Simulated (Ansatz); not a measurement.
# How much do the gradients of MgVFeP4O14 depend on the method?

Cell: a computed structure from the Materials Project (it need not be an observed phase), atoms as given.

```
Mg V Fe P O
1.0
     5.00758    0.00000    0.00000
     2.22271    6.54405    0.00000
     0.32964    0.07833    8.42446
Mg V Fe P O
1 1 1 4 14
Direct
  0.19623 0.31742 0.36290
  0.77688 0.74432 0.50437
  0.18184 0.27667 0.97506
  0.61902 0.53066 0.18088
  0.76201 0.09132 0.77664
  0.23706 0.92811 0.27986
  0.37362 0.48864 0.67750
  0.01063 0.84357 0.34280
  0.85098 0.89622 0.67961
  0.82093 0.48211 0.03898
  0.77716 0.51843 0.33891
  0.51638 0.64711 0.64029
  0.41149 0.98184 0.41041
  0.44105 0.76973 0.15758
  0.59976 0.26384 0.64615
  0.56034 0.09248 0.91719
  0.41230 0.40906 0.19343
  0.25856 0.49609 0.84707
  0.14909 0.49382 0.55314
  0.12097 0.13027 0.18522
  0.02086 0.14446 0.82319
```

Atom numbers follow the list; atoms alike are taken as one site, whose name carries the number of the first.

First run. Method: Kohn–Sham DFT in Ansatz, PBE, plane waves and PAW, scalar-relativistic, collinear spin, 420 eV cutoff, Γ-centred 5×4×3 k-points, Fermi–Dirac smearing 0.02 eV. Start moments as typed (μB): -1 on each V, 4 on each Fe, none on the rest.

```
site  atom  V_zz (10²¹ V/m²)     η  m (μB)
  Mg     1             -1.90  0.40    0.00
   V     2             -5.02  0.20   -1.44
  Fe     3             -4.33  0.90    3.73
  P4     4              5.08  0.65    0.00
  P6     6              3.60  0.57    0.00
  O9     9              9.90  0.07    0.02
 O10    10              9.57  0.24    0.08
 O12    12              9.96  0.19    0.01
 O13    13             -8.38  0.94    0.00
 O15    15             12.66  0.54    0.01
 O16    16              9.64  0.32    0.10
 O18    18              9.29  0.28    0.10
 O19    19              9.02  0.69    0.01
 O21    21             10.01  0.11    0.12
```

Second run. The same atoms and settings, except that a Hubbard term is added (U = 5.0 eV on Fe d, U = 3.1 eV on V d).

Problem. Given the first result, estimate the second.

Solution. 

| site | atom | V_zz | η | change of V_zz | m (μB) |
| --- | --- | --- | --- | --- | --- |
| Mg | 1 | -1.90 | 0.38 | 0.00 | 0.00 |
| V | 2 | -6.21 | 0.34 | -1.19 | -1.53 |
| Fe | 3 | -5.30 | 0.92 | -0.97 | 3.95 |
| P4 | 4 | 5.05 | 0.61 | -0.03 | 0.00 |
| P6 | 6 | 3.70 | 0.61 | +0.10 | 0.00 |
| O9 | 9 | 10.27 | 0.04 | +0.37 | 0.02 |
| O10 | 10 | 9.90 | 0.27 | +0.33 | 0.07 |
| O12 | 12 | 10.28 | 0.19 | +0.32 | 0.01 |
| O13 | 13 | -8.39 | 0.96 | -0.01 | 0.00 |
| O15 | 15 | 12.62 | 0.55 | -0.04 | 0.00 |
| O16 | 16 | 9.95 | 0.38 | +0.31 | 0.08 |
| O18 | 18 | 9.46 | 0.36 | +0.17 | 0.08 |
| O19 | 19 | 9.11 | 0.68 | +0.09 | 0.01 |
| O21 | 21 | 10.38 | 0.09 | +0.37 | 0.10 |

The largest change of V_zz is on V, from -5.02 to -6.21. In per cent, |V_zz| changes by 0 on Mg, +24 on V, +23 on Fe, -1 to +3 on P, 0 to +4 on O (all sites that start above 0.5). The table leaves out 7 of the 21 sites, with |V_zz| up to 13.29; their tensors move by 0.27 at most along any direction. The statements above cover all sites. The absolute magnetisation of the cell goes from 6.9 to 7.1 μB. Isomer shifts (Fe against α-Fe, from the density at the nucleus and a line fitted to measured compounds for each functional; the lines scatter by about 0.1 mm/s, so smaller changes between functionals mean little): Fe 0.70 → 0.42 mm/s.

With these PAW files V_zz is typically within 2 to 3 % of all-electron values, but misses above 10 % occur on Fe. The magnetic order is the one that the run reached from its start moments, not necessarily the measured one.
For the first run: The largest force is 1.0 eV/Å, so the atoms aren't at the calculated equilibrium and relaxing them would move these values. With a gap of 0.15 eV under a smearing of 0.02 eV the band edges are partly filled, so small gradients can hang on the smearing and the k-mesh.
For the second run: The largest force is 0.3 eV/Å, so the atoms aren't at the calculated equilibrium and relaxing them would move these values.
